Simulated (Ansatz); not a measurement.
Input file for Ansatz (a quantum-chemistry and plane-wave program):

Ansatz 0.2 input:
```yaml
crystal:
  lattice:
    - [1.6065858677, -2.2625743832, 0.0]
    - [1.6065858677, 2.2625743832, 0.0]
    - [0.0, 0.0, 4.161632155]
  atoms:
    - { symbol: Nb, position: [0.0, 0.0, 0.0] }
    - { symbol: Ru, position: [0.5, 0.5, 0.5] }
kpoints:
  mp_grid: { grid: [15, 15, 10] }
hamiltonian:
  xc: lda
  pseudopotentials: { kind: paw }
scf:
  occupations: { method: fermi_dirac, width: 0.1 }
phonons:
  method: dfpt
  response_accuracy: low
  eigenvectors: true
  rigid_motions: translations
```

Output (shortened):

```
Pseudopotential: Nb, paw, valence charge 13
Pseudopotential: Ru, paw, valence charge 16
Functional definition: SPW92
Crystal: 2 atoms, lattice volume = 30.255 Å³
Basis set: ecut = 420 eV, 607 PW (Γ), exchange–correlation on 40×40×60 points (8 copies of the dense FFT grid, shifted against one another)
Bands: 19, of which v1, the nominal top of the filled ones, is band 15 counted from 1 (14 counted from 0)
Symmetry: 8 space group operations
k-points: 384 of 2250
SCF iter   1: F=—  HF=-10201.033841 eV  |F-HF|=—  |Δ(HF+E_count)|=         —  Δρ=1.15e-2  dr2=4.86e-2  ethr=1.77e-3  ⟨swp⟩=5.0  Hψ=30392  notcnv=0
preconditioner: auto → none
SCF iter   2: F=—  HF=-10201.031417 eV  |F-HF|=—  |Δ(HF+E_count)|=   2.42e-3  Δρ=7.52e-3  dr2=3.03e-2  ethr=1.68e-4  ⟨swp⟩=1.0  Hψ=10380  notcnv=0
SCF iter   3: F=—  HF=-10201.028172 eV  |F-HF|=—  |Δ(HF+E_count)|=   3.25e-3  Δρ=1.33e-3  dr2=5.07e-4  ethr=1.05e-4  ⟨swp⟩=1.0  Hψ=7306  notcnv=0
SCF iter   4: F=—  HF=-10201.028117 eV  |F-HF|=—  |Δ(HF+E_count)|=   5.50e-5  Δρ=4.01e-4  dr2=2.41e-5  ethr=1.75e-6  ⟨swp⟩=2.4  Hψ=11783  notcnv=0
SCF iter   5: F=—  HF=-10201.028109 eV  |F-HF|=—  |Δ(HF+E_count)|=   7.71e-6  Δρ=6.82e-5  dr2=1.19e-6  ethr=8.31e-8  ⟨swp⟩=2.0  Hψ=12114  notcnv=0
SCF iter   6: F=—  HF=-10201.028108 eV  |F-HF|=—  |Δ(HF+E_count)|=   5.86e-7  Δρ=1.35e-5  dr2=4.49e-8  ethr=4.10e-9  ⟨swp⟩=2.2  Hψ=12109  notcnv=0
SCF iter   7: F=—  HF=-10201.028108 eV  |F-HF|=—  |Δ(HF+E_count)|=   7.44e-9  Δρ=3.21e-6  dr2=1.52e-9  ethr=1.55e-10  ⟨swp⟩=2.5  Hψ=12072  notcnv=0
SCF iter   8: F=—  HF=-10201.028108 eV  |F-HF|=—  |Δ(HF+E_count)|=  2.55e-11  Δρ=5.20e-7  dr2=2.59e-11  ethr=5.26e-12  ⟨swp⟩=2.3  Hψ=11248  notcnv=0
SCF iter   9: F=-10201.028108 eV  HF=-10201.028108 eV  |F-HF|=1.82e-12  |Δ(HF+E_count)|=  5.46e-12  Δρ=8.63e-8  dr2=5.72e-13  ethr=1.00e-12  ⟨swp⟩=5.0  Hψ=29816  notcnv=0
SCF 1 converged in 9 iterations: F = -10201.028108 eV  dr2 = 5.72e-13
DFPT response loops at Γ: preconditioner auto → Kerker (q_TF=auto, 2.709 Å⁻¹) (partly filled bands, converged f_vac=0.000) …
SCF converged after 9 iterations
Free energy (F): -10201.028108 eV
Harris-Foulkes:  -10201.028108 eV  (|F-HF|=1.82e-12)
Internal energy: -10200.954678 eV  (E = F + TS)
E sigma→0 (E₀):  -10200.991393 eV
Entropy (-TS):   -0.073430 eV (-36.715 meV/atom)
Fermi energy:    21.274547 eV
--- Per-component energies (eV) ---
  E_band       = -116.407848
  E_kinetic    = 914.143629
  E_local      = -2018.349477  (includes V_loc(G=0)·N_el)
  E_nonlocal   = 473.353881
  E_hartree    = 652.292213
  E_xc         = -365.423221
  E_vxc        = -453.431334  (∫ρ·V_xc dr)
  E_paw        = -6307.014612  (= ΣΔE_a)
  E_vpaw       = -336.708777  (= ΣTr[D̂ρ^β])
  E_aug_tail   = -0.000211  (compensation charges beyond the density's cutoff)
  E_ewald      = -3550.954260
  E_core_change = 0.997379  (= ΣΔE_core)
  E_smearing   = -0.073430  (= −TS)
  E_closure    = 0.000000  (closes the sum)
  Σ components = -10201.028108   (vs F -10201.028108, Δ=0.00e0)
  [band-id]    e_kinetic+e_local+e_nonlocal+2·e_hartree+e_vxc+e_vpaw+e_augmentation_tail = -116.407863   (vs E_band -116.407848, Δ=-1.44e-5)
--- Band table (eV; the first three rows and the last of 384) ---
  k-point 0: bands = ["-51.3133", "-33.5315", "-21.4794", "-21.2380", "-21.0144", "-9.7174", "-9.0663", "-8.8196", "13.9951", "15.6817", "17.3477", "18.6382", "19.5958", "20.4808", "21.0478", "22.0661", "24.0761", "24.3243", "24.5289"]
  k-point 1: bands = ["-51.3133", "-33.5323", "-21.4755", "-21.2377", "-21.0144", "-9.7280", "-9.0684", "-8.8195", "14.1230", "15.7473", "17.3889", "18.7470", "19.6300", "20.4039", "21.0327", "21.8677", "23.7958", "24.2531", "24.4896"]
  k-point 2: bands = ["-51.3131", "-33.5345", "-21.4650", "-21.2369", "-21.0143", "-9.7558", "-9.0738", "-8.8193", "14.4890", "15.9297", "17.5062", "19.0622", "19.7251", "20.1952", "20.9936", "21.3312", "23.1051", "24.0459", "24.3904"]
  k-point 383: bands = ["-51.2347", "-33.2417", "-21.5214", "-21.4486", "-21.3603", "-10.2968", "-9.6957", "-9.5299", "16.8415", "17.3894", "17.5918", "18.1099", "19.1833", "20.1354", "21.1298", "22.7126", "22.9214", "27.0296", "28.5759"]
--- Phonons (Γ-DFPT): 6 representative perturbations + reference, on 384 of 2250 k-points (Σ response iterations 16) ---
  ASR residual: 1.176e-3 → 0.000e0 eV/Å²; symmetrization residual: 1.724e-4 eV/Å²
  ASR residual per site (eV/Å²): 1.15e-3 1.18e-3
  Γ frequencies (cm⁻¹): 0.00 0.00 0.00 136.05 160.03 246.72
  non-analytic LO–TO correction: not included (Born effective charges unavailable; polar crystals: no LO–TO splitting at Γ)
```

Cost: about 100 core-seconds (a rough figure) on shared cores.

Space group Cmmm. The first step of the workflow began from a Materials Project structure, measured or hypothetical; the Crystallography Open Database copy checked does not list it. COD files the formula under space group No. 123, 221. With Nb and Ru taken as one species the cell has the higher symmetry I4/mmm, so it may be an ordered model of a mixed-site phase. Its standing as an ambient phase is unchecked. The cell keeps a stress of up to 0.2 GPa. The cell was relaxed with LDA under the symmetry of its start; its stability against distortions is not shown here. No spin polarisation was allowed. As this level gives no gap, phonon frequencies hold no LO–TO term and depend on the k-mesh and smearing (Fermi–Dirac, 0.1 eV here). Spin–orbit coupling is left out wherever it is not named.

Potentials: the later of the program's two PAW sets.

Ansatz is a plane-wave DFT program.
